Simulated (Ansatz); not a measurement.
**Structures of In₃Se₂: which is lowest?**

Plane-wave DFT in Ansatz with scalar-relativistic PAW potentials, cutoff 420 eV, Γ-centred meshes chosen by cell and gap, Gaussian smearing with energies taken to zero width. Every cell was relaxed (cell and atoms) in a run of its own, within the symmetry of its start. Functional: PBE.

Relaxed structures (starts from databases or built by putting these elements on another compound's sites):
A. R-3c, 10 atoms in the computed cell, a = 7.785 Å, c = 18.778 Å; sites (symmetry × multiplicity) In .2 × 18, Se 3. × 12; start: built
B. R-3m, 5 atoms in the computed cell, a = 4.166 Å, c = 27.937 Å; sites (symmetry × multiplicity) In -3m × 3 + 3m × 6, Se 3m × 6; start: built

Problem. Rank them by energy. Could pressure change the order?

Solution.
```tsv
structure	group	E − E(lowest) (meV/atom)	V (Å³/atom)	gap on mesh (eV)
B	R-3m	0.0	27.99	0.00
A	R-3c	190	32.86	0.00
```

B is lowest, 190 meV/atom under A. The lowest is also the densest of these, so pressure wouldn't bring one of the others in at first order. Other structures may lie lower than all of these, and vibrations aren't counted.

Spin polarisation was left out, and a magnetic state may lie lower.